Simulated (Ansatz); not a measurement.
Data:

Re:
```cif
data_Re9
_chemical_formula_sum 'Re9'
_space_group_name_H-M_alt 'R-3m :H'
_space_group_IT_number 166
_space_group_name_Hall '-R 3 2"'
_cell_length_a 2.75278
_cell_length_b 2.75278
_cell_length_c 19.97131
_cell_angle_alpha 90.000
_cell_angle_beta 90.000
_cell_angle_gamma 120.000
loop_
_atom_site_label
_atom_site_type_symbol
_atom_site_symmetry_multiplicity
_atom_site_Wyckoff_symbol
_atom_site_fract_x
_atom_site_fract_y
_atom_site_fract_z
_atom_site_occupancy
Re1 Re 3 a 0.00000 0.00000 0.00000 1
Re2 Re 6 c 0.00000 0.00000 0.22222 1
```
(The calculation used a cell of 3 atoms; values per cell refer to that cell.)

This is the PBEsol-relaxed structure.

Q: All from DFT-PBEsol in the program Ansatz with PAW potentials, unless another level is named. Predict the bulk modulus (Birch–Murnaghan fit).

A: 390 GPa.

Q: And the highest zone-centre frequency?

A: 188 cm⁻¹.

The workflow started from a Materials Project entry (that database holds measured and hypothetical structures alike); the Crystallography Open Database copy checked does not list it. It is not the phase usual at ambient conditions (space group No. 194). Symmetry was held in the PBEsol relaxation; of distortions, only those at the zone centre were tested. The run is not spin-polarised. As this level gives no gap, phonon frequencies hold no LO–TO term and depend on the k-mesh and smearing (Fermi–Dirac, 0.1 eV here). Scalar-relativistic: spin–orbit coupling is off unless named, which matters more the heavier the elements.

Potentials: the later of the program's two PAW sets.
